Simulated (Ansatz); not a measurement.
Input and output for zincblende GaAs (110), 3 layers: DFT, LDA, all-electron LAPW, scalar-relativistic (Ansatz 0.2.0).

The slab is cut from a bulk crystal relaxed on PAW files (its atoms may have been relaxed since), whose type needn't be the stable one.

Command: `ansatz run input.yaml --threads 2 --pin off --max-ram 4096MiB --backend cpu --events-out ev --progress --plain --runs-dir out` It took 2.1 min on 2 threads of Intel(R) Xeon(R) Platinum 8488C (Sapphire Rapids) (shared host), peak memory 1.3 GiB.

```yaml
crystal:
  lattice:
    - [3.9619516307, 0.0, 0.0]
    - [0.0, 5.6030457296, 0.0]
    - [0.0, 0.0, 19.962]
  atoms:
    - { symbol: Ga, position: [0.25, 0.125, 0.4007626583] }
    - { symbol: As, position: [0.75, 0.875, 0.4007626583] }
    - { symbol: Ga, position: [0.75, 0.625, 0.5] }
    - { symbol: As, position: [0.25, 0.375, 0.5] }
    - { symbol: Ga, position: [0.25, 0.125, 0.5992373417] }
    - { symbol: As, position: [0.75, 0.875, 0.5992373417] }
kpoints:
  mp_grid: { grid: [7, 5, 1] }
scf:
  occupations: { method: fermi_dirac, width: 0.02 }
hamiltonian:
  xc: lda
  pseudopotentials: { kind: all_electron, lapw: { basis_error: 0.001 } }
output:
  forces: true
  stress: true
  eigenvalues: true
  populations: true
  dos: { projected: true, de: 0.2, e_range: [-14, 8] }
efield:
  axis: 3
  amplitude: 0
  dipole_correction: true
```

Output:

```
Ga: projections on atomic orbitals take those of the free atom 1s2 2s2 2p6 3s2 3p6 3d10 4s2 4p1, of charge +0.00 (hamiltonian.pseudopotentials.projection_atoms)
As: projections on atomic orbitals take those of the free atom 1s2 2s2 2p6 3s2 3p6 3d10 4s2 4p3, of charge +0.00 (hamiltonian.pseudopotentials.projection_atoms)
LAPW: plane waves up to 9.218 Å⁻¹, error target 1.0e-3 eV per atom; small_component_spin mean_spin; Ga in spheres of 1.222 Å, 21 of its electrons in bands, Dirac shells []; As in spheres of 1.204 Å, 23 of its electrons in bands, Dirac shells [] (how accurate: hamiltonian.pseudopotentials.lapw.basis_error, Limitations)
Engine: ansatz 0.2.0
Pseudopotentials: kind: all_electron
Pseudopotential: Ga, LAPW, valence charge 21, lapw/all_electron/scalar/gaussian/Ga, Koelling and Harmon's equation, gaussian nucleus
Pseudopotential: As, LAPW, valence charge 23, lapw/all_electron/scalar/gaussian/As, Koelling and Harmon's equation, gaussian nucleus
Functional definition: SPW92
  exchange = slater_x
  correlation = pw_c
Crystal: 6 atoms, lattice volume = 443.136 Å³
Basis set: ecut = 323.75346414847854 eV, 5849 PW (Γ), exchange–correlation at level 2
Bands: 80, of which v1, the nominal top of the filled ones, is band 66 counted from 1 (65 counted from 0)
Symmetry: 2 space group operations
k-points: 12 of 35 (time reversal used)
Non-local potential: Ga, projectors of the file, none
Non-local potential: As, projectors of the file, none
Initial density: superposition of atomic densities (neutral atoms: chi_scale 0, normalization atom)
Initial wavefunctions: plane waves of lowest kinetic energy (no species holds an atomic orbital)
Functional: x = slater, c = lda
iter 1 solved again at ethr=3.06e-3 eV; its pass at ethr=1.00e-1 eV (dr2=4.04e0 eV) is discarded
SCF iter   1: F=—  HF=-342796.060794 eV  |F-HF|=—  |Δ(HF+E_count)|=         —  Δρ=1.93e-2  dr2=4.05e0  ethr=3.06e-3  p=0.000 e·Å  D=7.72e-15 V/Å  ΔV_dip=-0.00 eV  dr2_dipole=1.53e-13  V_vac-E_F(+/−)=6.17/6.17 eV  ⟨swp⟩=2.2  Hψ=6030  notcnv=0
efield: sawtooth ramp at fractional position 0.9500 (placed from the atoms, in the widest stretch of the axis that holds none; the zero of the levels goes with the place), width 0.1000; the density the first Hamiltonian is built on has a dipole p = -0.000 e·Å; the dipole correction subtracts the counter field D = -6.72e-15 V/Å, which shifts the + side's vacuum level by +0.00 eV against the − side's; the planar-averaged density in the ramp window peaks in size at 2.2e-6 e/Å³
preconditioner: auto → Resta (q_TF=auto, 2.230 Å⁻¹)  ε∞=1.8  [insulator: Δε(μ)=0.641 eV  Ē_g=14.823 eV  σ=0.020 eV  W_gap=1.00  n_scr=86 (ndim 8)  ℏωp=13.0 eV  f_vac=0.650  D(μ)=0.00/eV (n_scr^D=0)  ε∞_Penn≈1.8  vacuum switching on, ρ_ref=1.6e-2 e/Å³]
SCF iter   2: F=—  HF=-342795.008795 eV  |F-HF|=—  |Δ(HF+E_count)|=    1.05e0  Δρ=8.40e-3  dr2=6.95e-1  ethr=3.06e-3  p=0.000 e·Å  D=1.02e-7 V/Å  ΔV_dip=-0.00 eV  dr2_dipole=5.45e-12  V_vac-E_F(+/−)=5.18/5.18 eV  ⟨swp⟩=3.0  Hψ=3069  notcnv=0
preconditioner: auto → LDOS  [metal: Δε(μ)=0.039 eV  Ē_g=15.201 eV  σ=0.020 eV  W_gap=0.44  n_scr=86 (ndim 8)  ℏωp=13.0 eV  f_vac=0.655  D(μ)=5.17/eV (n_scr^D=18)  β→1.0]
SCF iter   3: F=—  HF=-342794.846968 eV  |F-HF|=—  |Δ(HF+E_count)|=   1.62e-1  Δρ=3.77e-3  dr2=1.35e-1  ethr=5.26e-4  p=-0.000 e·Å  D=-4.48e-8 V/Å  ΔV_dip=0.00 eV  dr2_dipole=2.34e-13  V_vac-E_F(+/−)=5.24/5.24 eV  ⟨swp⟩=3.0  Hψ=2947  notcnv=0
iter 4 solved again at ethr=6.08e-6 eV; its pass at ethr=1.03e-4 eV (dr2=8.02e-3 eV) is discarded
SCF iter   4: F=—  HF=-342794.818926 eV  |F-HF|=—  |Δ(HF+E_count)|=         —  Δρ=1.01e-3  dr2=8.00e-3  ethr=6.08e-6  p=-0.000 e·Å  D=-1.40e-7 V/Å  ΔV_dip=0.00 eV  dr2_dipole=3.18e-12  V_vac-E_F(+/−)=5.10/5.10 eV  ⟨swp⟩=2.0  Hψ=4790  notcnv=0
the basis was enlarged: its passes take 545.3 KiB over the memory plan, 2 of 2 planned eigensolver slots
SCF iter   5: F=—  HF=-342794.813432 eV  |F-HF|=—  |Δ(HF+E_count)|=   5.49e-3  Δρ=5.48e-4  dr2=2.94e-3  ethr=6.06e-6  p=-0.000 e·Å  D=-9.42e-8 V/Å  ΔV_dip=0.00 eV  dr2_dipole=2.85e-13  V_vac-E_F(+/−)=5.05/5.05 eV  ⟨swp⟩=3.0  Hψ=2894  notcnv=0
SCF iter   6: F=—  HF=-342794.813022 eV  |F-HF|=—  |Δ(HF+E_count)|=   4.10e-4  Δρ=2.35e-4  dr2=6.41e-4  ethr=2.23e-6  p=-0.000 e·Å  D=-5.53e-8 V/Å  ΔV_dip=0.00 eV  dr2_dipole=3.00e-14  V_vac-E_F(+/−)=5.03/5.03 eV  ⟨swp⟩=2.0  Hψ=2664  notcnv=0
SCF iter   7: F=—  HF=-342794.812945 eV  |F-HF|=—  |Δ(HF+E_count)|=   7.69e-5  Δρ=1.11e-4  dr2=1.12e-4  ethr=4.85e-7  p=-0.000 e·Å  D=-1.45e-8 V/Å  ΔV_dip=0.00 eV  dr2_dipole=3.28e-14  V_vac-E_F(+/−)=5.02/5.02 eV  ⟨swp⟩=3.0  Hψ=2749  notcnv=0
SCF iter   8: F=—  HF=-342794.812935 eV  |F-HF|=—  |Δ(HF+E_count)|=   9.74e-6  Δρ=6.05e-5  dr2=3.48e-5  ethr=8.48e-8  p=-0.000 e·Å  D=-2.57e-10 V/Å  ΔV_dip=0.00 eV  dr2_dipole=8.04e-14  V_vac-E_F(+/−)=5.02/5.02 eV  ⟨swp⟩=3.0  Hψ=2740  notcnv=0
SCF iter   9: F=—  HF=-342794.812937 eV  |F-HF|=—  |Δ(HF+E_count)|=   1.52e-6  Δρ=2.22e-5  dr2=4.40e-6  ethr=2.64e-8  p=0.000 e·Å  D=3.98e-9 V/Å  ΔV_dip=-0.00 eV  dr2_dipole=8.10e-14  V_vac-E_F(+/−)=5.01/5.01 eV  ⟨swp⟩=3.0  Hψ=2773  notcnv=0
SCF iter  10: F=—  HF=-342794.812939 eV  |F-HF|=—  |Δ(HF+E_count)|=   1.80e-6  Δρ=9.40e-6  dr2=7.05e-7  ethr=3.33e-9  p=0.000 e·Å  D=5.80e-9 V/Å  ΔV_dip=-0.00 eV  dr2_dipole=6.38e-14  V_vac-E_F(+/−)=5.01/5.01 eV  ⟨swp⟩=3.0  Hψ=2757  notcnv=0
SCF iter  11: F=—  HF=-342794.812939 eV  |F-HF|=—  |Δ(HF+E_count)|=   4.95e-7  Δρ=5.05e-6  dr2=1.88e-7  ethr=5.34e-10  p=0.000 e·Å  D=6.61e-9 V/Å  ΔV_dip=-0.00 eV  dr2_dipole=4.74e-14  V_vac-E_F(+/−)=5.01/5.01 eV  ⟨swp⟩=3.0  Hψ=2770  notcnv=0
[... lines left out ...]
  E_band       = -7661.815162
  E_kinetic    = 349890.449978
  E_xc         = -12538.241773
  E_efield     = 0.000000  (sawtooth field / dipole correction)
  E_electrostatic = -680147.009972  (all electrons and nuclei)
  E_smearing   = -0.011173  (= −TS)
  E_closure    = 0.000000  (closes the sum)
  E_atoms      = -342769.517919  (free atoms, spherical and without spin; not in F)
  Σ components = -342794.812939   (vs F -342794.812939, Δ=0.00e0)
  Basis errors (estimates in eV, not in F): energy 4.8e-4 per atom: plane waves 4.5e-4 (2.7e-4 summed), levels above the bands 1.2e-144, relativity 4.1e-9, radial functions 2.8e-5, core shells 9.2e-10; eigenvalues (radial functions only) 6.8e-7; not estimated: angular momenta, meshes, grids; target (lapw.basis_error) 1.0e-3; muffin-tin radii Ga 1.222 Å, As 1.204 Å
--- Forces (eV/Å), atoms counted from 1 ---
  atom   1  Ga    -0.00000000    -1.05716498     0.74580817
  atom   2  As     0.00000000     0.40265996    -1.16517431
  atom   3  Ga     0.00000000     0.51590843     0.00000027
  atom   4  As     0.00000000     0.79311910     0.00000009
  atom   5  Ga    -0.00000000    -1.05716544    -0.74580841
  atom   6  As     0.00000000     0.40265987     1.16517424
  max |Σ_I F_I| component: 1.69e-5 eV/Å
--- Stress (GPa, compression-positive) ---
       -0.772094      -0.000000      -0.000000
       -0.000000      -0.949520      -0.000000
       -0.000000      -0.000000       0.602107
  P = ⅓ Tr σ = -0.3732 GPa (-3.732 kbar)
--- Band table (eV; the first three rows and the last of 12) ---
  k-point 0: bands = ["-184.7529", "-184.1545", "-184.1545", "-143.5732", "-143.5732", "-143.5080", "-128.6832", "-128.6646", "-128.6599", "-128.1072", "-128.1072", "-128.0783", "-128.0783", "-128.0236", "-128.0236", "-94.8731", "-94.8731", "-94.7764", "-94.7764", "-94.7516", "-94.7359", "-94.7359", "-94.7202", "-94.7181", "-36.2470", "-36.2417", "-36.2331", "-36.2257", "-36.2179", "-35.6727", "-35.6724", "-35.6691", "-35.6690", "-35.6163", "-35.6157", "-35.5931", "-35.5930", "-35.5835", "-35.5832", "-15.7777", "-15.7118", "-15.6976", "-15.6853", "-15.6576", "-15.6490", "-15.6446", "-15.6344", "-15.6058", "-15.6024", "-15.6006", "-15.5769", "-15.5723", "-15.5605", "-15.5504", "-13.0491", "-11.4819", "-10.8831", "-7.2709", "-5.6765", "-3.8124", "-3.5595", "-2.9265", "-2.2585", "-1.6034", "-1.3789", "-0.8329", "-0.3971", "1.2252", "1.2647", "2.1847", "2.3826", "2.9926", "3.6759", "4.0648", "4.1671", "4.2888", "4.7928", "5.3101", "5.5155", "6.0532"]
  k-point 1: bands = ["-184.7529", "-184.1545", "-184.1545", "-143.5732", "-143.5732", "-143.5080", "-128.6832", "-128.6646", "-128.6599", "-128.1072", "-128.1072", "-128.0783", "-128.0783", "-128.0236", "-128.0236", "-94.8731", "-94.8731", "-94.7764", "-94.7764", "-94.7516", "-94.7359", "-94.7359", "-94.7202", "-94.7181", "-36.2470", "-36.2417", "-36.2331", "-36.2257", "-36.2179", "-35.6727", "-35.6724", "-35.6691", "-35.6690", "-35.6162", "-35.6157", "-35.5931", "-35.5930", "-35.5835", "-35.5832", "-15.7743", "-15.7122", "-15.7017", "-15.6841", "-15.6583", "-15.6481", "-15.6452", "-15.6344", "-15.6072", "-15.6031", "-15.6023", "-15.5777", "-15.5728", "-15.5592", "-15.5503", "-12.9119", "-11.4501", "-11.1907", "-6.9218", "-6.0774", "-3.8709", "-3.2619", "-2.7868", "-2.2987", "-1.5808", "-1.2034", "-1.1132", "0.0340", "0.7646", "1.4383", "1.7317", "2.2851", "3.0960", "3.9950", "4.1916", "4.3377", "4.7581", "4.9650", "5.1490", "5.5126", "5.6473"]
  k-point 2: bands = ["-184.7529", "-184.1545", "-184.1545", "-143.5732", "-143.5732", "-143.5080", "-128.6832", "-128.6646", "-128.6599", "-128.1072", "-128.1072", "-128.0783", "-128.0783", "-128.0236", "-128.0236", "-94.8731", "-94.8731", "-94.7764", "-94.7764", "-94.7516", "-94.7359", "-94.7359", "-94.7202", "-94.7181", "-36.2470", "-36.2417", "-36.2331", "-36.2257", "-36.2179", "-35.6727", "-35.6724", "-35.6691", "-35.6690", "-35.6162", "-35.6157", "-35.5931", "-35.5930", "-35.5835", "-35.5832", "-15.7676", "-15.7128", "-15.7098", "-15.6821", "-15.6595", "-15.6466", "-15.6461", "-15.6342", "-15.6090", "-15.6051", "-15.6045", "-15.5787", "-15.5734", "-15.5574", "-15.5503", "-12.5485", "-11.7846", "-11.3964", "-6.5267", "-6.2334", "-4.6460", "-2.4987", "-2.4104", "-1.7986", "-1.6904", "-1.5430", "-0.9008", "-0.3339", "0.2029", "1.7759", "1.8929", "2.1304", "3.0929", "4.4847", "4.5021", "4.7097", "4.7199", "4.8964", "5.2632", "5.5247", "5.6394"]
  k-point 11: bands = ["-184.7529", "-184.1545", "-184.1545", "-143.5732", "-143.5732", "-143.5080", "-128.6832", "-128.6646", "-128.6599", "-128.1072", "-128.1072", "-128.0783", "-128.0783", "-128.0236", "-128.0236", "-94.8731", "-94.8731", "-94.7764", "-94.7764", "-94.7516", "-94.7359", "-94.7359", "-94.7203", "-94.7181", "-36.2462", "-36.2417", "-36.2335", "-36.2262", "-36.2170", "-35.6717", "-35.6715", "-35.6695", "-35.6695", "-35.6161", "-35.6156", "-35.5935", "-35.5934", "-35.5829", "-35.5825", "-15.7732", "-15.7251", "-15.7129", "-15.6813", "-15.6747", "-15.6620", "-15.6407", "-15.6197", "-15.6190", "-15.5980", "-15.5913", "-15.5781", "-15.5679", "-15.5636", "-15.5361", "-11.6622", "-11.0763", "-10.5342", "-7.2250", "-6.9683", "-6.8600", "-3.8339", "-3.5641", "-3.1548", "-2.6892", "-1.8808", "-0.7671", "-0.7073", "0.6732", "2.1486", "3.1152", "3.3833", "4.0477", "4.3353", "4.8449", "5.2234", "5.5843", "5.8054", "6.2069", "6.3869", "6.5423"]
--- Löwdin populations: 6 sites ---
  site symbol       q [e]
     0     Ga     30.8352
     1     As     33.0931
     2     Ga     30.9892
     3     As     32.9675
     4     Ga     30.8352
     5     As     33.0931
  spilling = 0.000972 (of n_electrons = 192.000000)
```

populations.tsv:

```
# site	symbol	l	j	q
# orbitals = lowdin
# n_electrons = 192.000000
# spilling = 0.000972
# projection_atom_Ga: 1s2 2s2 2p6 3s2 3p6 3d10 4s2 4p1
# projection_atom_As: 1s2 2s2 2p6 3s2 3p6 3d10 4s2 4p3
0	Ga	0_1S	-	1.999991
0	Ga	0_2S	-	1.999619
0	Ga	0_3S	-	1.991621
0	Ga	0_4S	-	1.251345
0	Ga	1_2P	-	5.999987
0	Ga	1_3P	-	5.997695
0	Ga	1_4P	-	1.604217
0	Ga	2_3D	-	9.990726
1	As	0_1S	-	1.999986
1	As	0_2S	-	1.999371
1	As	0_3S	-	1.987347
1	As	0_4S	-	1.566071
1	As	1_2P	-	5.999986
1	As	1_3P	-	5.997750
1	As	1_4P	-	3.544533
1	As	2_3D	-	9.998037
2	Ga	0_1S	-	1.999989
2	Ga	0_2S	-	1.999524
2	Ga	0_3S	-	1.989484
2	Ga	0_4S	-	1.114820
2	Ga	1_2P	-	5.999984
2	Ga	1_3P	-	5.996768
2	Ga	1_4P	-	1.901934
2	Ga	2_3D	-	9.986722
3	As	0_1S	-	1.999983
3	As	0_2S	-	1.999240
3	As	0_3S	-	1.984714
3	As	0_4S	-	1.491647
3	As	1_2P	-	5.999983
3	As	1_3P	-	5.996917
3	As	1_4P	-	3.497701
3	As	2_3D	-	9.997356
4	Ga	0_1S	-	1.999991
4	Ga	0_2S	-	1.999619
4	Ga	0_3S	-	1.991621
4	Ga	0_4S	-	1.251345
4	Ga	1_2P	-	5.999987
4	Ga	1_3P	-	5.997695
4	Ga	1_4P	-	1.604217
4	Ga	2_3D	-	9.990726
5	As	0_1S	-	1.999986
5	As	0_2S	-	1.999371
5	As	0_3S	-	1.987347
5	As	0_4S	-	1.566071
5	As	1_2P	-	5.999986
5	As	1_3P	-	5.997750
5	As	1_4P	-	3.544533
5	As	2_3D	-	9.998037
```

Next run (atoms relaxed), as changes to the input before:

```diff
   atoms:
-    - { symbol: Ga, position: [0.25, 0.125, 0.4007626583] }
-    - { symbol: As, position: [0.75, 0.875, 0.4007626583] }
-    - { symbol: Ga, position: [0.75, 0.625, 0.5] }
-    - { symbol: As, position: [0.25, 0.375, 0.5] }
-    - { symbol: Ga, position: [0.25, 0.125, 0.5992373417] }
-    - { symbol: As, position: [0.75, 0.875, 0.5992373417] }
+    - { symbol: Ga, position: [0.25, 0.087571774, 0.4194812348] }
+    - { symbol: As, position: [0.75, 0.8697087613, 0.3890043635] }
+    - { symbol: Ga, position: [0.75, 0.6726474701, 0.4999953052] }
+    - { symbol: As, position: [0.25, 0.4127810378, 0.5000029257] }
+    - { symbol: Ga, position: [0.25, 0.0875806441, 0.5805270258] }
+    - { symbol: As, position: [0.75, 0.8697103127, 0.610989145] }
 kpoints:
   eigenvalues: true
-  populations: true
-  dos: { projected: true, de: 0.2, e_range: [-14, 8] }
+relax:
+  f_tol: 0.01
+  max_steps: 12
 efield:
```

Command: `ansatz run input.yaml --threads 2 --pin off --max-ram 4096MiB --backend cpu --events-out ev --progress --plain --runs-dir out` It took 3.9 min on 2 threads of Intel(R) Xeon(R) Platinum 8488C (Sapphire Rapids), on a shared host, peak memory 1.4 GiB.

Results part of the output:

```
SCF converged after 4 iterations
Free energy (F): -342796.093584 eV
Harris-Foulkes:  -342796.093584 eV  (|F-HF|=1.23e-8)
Internal energy: -342796.093530 eV  (E = F + TS)
E sigma→0 (E₀):  -342796.093557 eV
Entropy (-TS):   -0.000054 eV (-0.009 meV/atom)
Fermi energy:    -0.740466 eV
Dipole field:    D = 0.000003 V/Å  (p = 0.000006 e·Å, saw-weighted, corrected)
Work function:   Φ+ = 5.0569 eV   Φ− = 5.0569 eV
Levels:          The Fermi level and band energies are counted from a zero that moves with the ramp; work functions are not
--- Per-component energies (eV) ---
  E_band       = -7664.403693
[... lines left out ...]
  k-point 1: bands = ["-184.6600", "-184.1609", "-184.1608", "-143.6482", "-143.6482", "-143.4668", "-128.5924", "-128.5745", "-128.5611", "-128.0943", "-128.0943", "-128.0884", "-128.0884", "-128.0454", "-128.0454", "-94.9806", "-94.9804", "-94.8337", "-94.8336", "-94.7967", "-94.7967", "-94.7099", "-94.6901", "-94.6661", "-36.1554", "-36.1508", "-36.1452", "-36.1227", "-36.1150", "-35.6668", "-35.6666", "-35.6565", "-35.6565", "-35.6299", "-35.6298", "-35.6141", "-35.6140", "-35.6044", "-35.6043", "-15.8595", "-15.8089", "-15.8069", "-15.7225", "-15.7166", "-15.7146", "-15.7003", "-15.6839", "-15.6794", "-15.6644", "-15.6131", "-15.5696", "-15.5368", "-15.5146", "-15.5054", "-12.8720", "-11.5893", "-11.2618", "-6.9870", "-5.4996", "-4.5657", "-3.1170", "-2.8066", "-2.1541", "-1.7483", "-1.6548", "-1.1333", "0.5117", "0.8065", "1.3304", "1.9760", "2.5972", "2.7683", "3.9220", "4.2196", "4.3254", "4.4439", "4.6878", "5.4216", "5.6286", "5.8882"]
  k-point 2: bands = ["-184.6600", "-184.1609", "-184.1608", "-143.6482", "-143.6482", "-143.4668", "-128.5924", "-128.5745", "-128.5611", "-128.0943", "-128.0943", "-128.0884", "-128.0884", "-128.0454", "-128.0454", "-94.9806", "-94.9804", "-94.8337", "-94.8336", "-94.7967", "-94.7967", "-94.7099", "-94.6901", "-94.6661", "-36.1554", "-36.1508", "-36.1452", "-36.1227", "-36.1150", "-35.6668", "-35.6666", "-35.6565", "-35.6565", "-35.6299", "-35.6298", "-35.6141", "-35.6140", "-35.6044", "-35.6043", "-15.8660", "-15.8099", "-15.8052", "-15.7227", "-15.7140", "-15.7079", "-15.7008", "-15.6828", "-15.6771", "-15.6646", "-15.6201", "-15.5719", "-15.5381", "-15.5135", "-15.5048", "-12.4803", "-11.8547", "-11.5537", "-6.7693", "-5.8989", "-4.4567", "-2.6945", "-2.3938", "-2.0637", "-1.7376", "-1.7215", "-1.3120", "-0.0534", "0.9238", "1.3885", "2.3863", "2.4844", "2.8640", "4.0814", "4.1054", "4.3548", "4.8457", "4.9230", "5.2361", "5.3650", "5.7228"]
  k-point 11: bands = ["-184.6600", "-184.1609", "-184.1608", "-143.6482", "-143.6482", "-143.4668", "-128.5924", "-128.5745", "-128.5611", "-128.0943", "-128.0943", "-128.0884", "-128.0884", "-128.0454", "-128.0454", "-94.9806", "-94.9804", "-94.8337", "-94.8336", "-94.7967", "-94.7967", "-94.7099", "-94.6901", "-94.6661", "-36.1554", "-36.1505", "-36.1456", "-36.1215", "-36.1153", "-35.6655", "-35.6653", "-35.6569", "-35.6569", "-35.6304", "-35.6304", "-35.6140", "-35.6139", "-35.6040", "-35.6039", "-15.8461", "-15.7884", "-15.7811", "-15.7614", "-15.7591", "-15.7170", "-15.7167", "-15.6900", "-15.6882", "-15.6276", "-15.6107", "-15.5676", "-15.5266", "-15.5183", "-15.5073", "-11.5844", "-11.0933", "-10.6822", "-7.5794", "-6.8280", "-6.7825", "-3.8764", "-3.6701", "-3.1457", "-2.6747", "-1.7140", "-1.5763", "-0.0069", "1.4455", "2.0221", "2.4219", "2.7007", "3.9814", "4.3319", "4.6333", "5.0709", "5.8521", "6.0414", "6.3759", "6.6619", "6.9257"]
--- Relaxed structure (2 steps of the walk, 2 accepted, 0 SCFs on fresh bases) ---
  F+E_penalty+E_count = -342796.09358433 eV   max|allowed force component| = 3.117e-3 eV/Å
  atoms:
    - { symbol: Ga, position: [0.25, 0.08757177400000002, 0.4194812348] }
    - { symbol: As, position: [0.75, 0.8697087613000002, 0.38900436350000006] }
    - { symbol: Ga, position: [0.75, 0.6726474701, 0.49999530520000013] }
    - { symbol: As, position: [0.25, 0.41278103780000003, 0.5000029257] }
    - { symbol: Ga, position: [0.25, 0.08758064410000001, 0.5805270258] }
    - { symbol: As, position: [0.75, 0.8697103127000002, 0.610989145] }
```
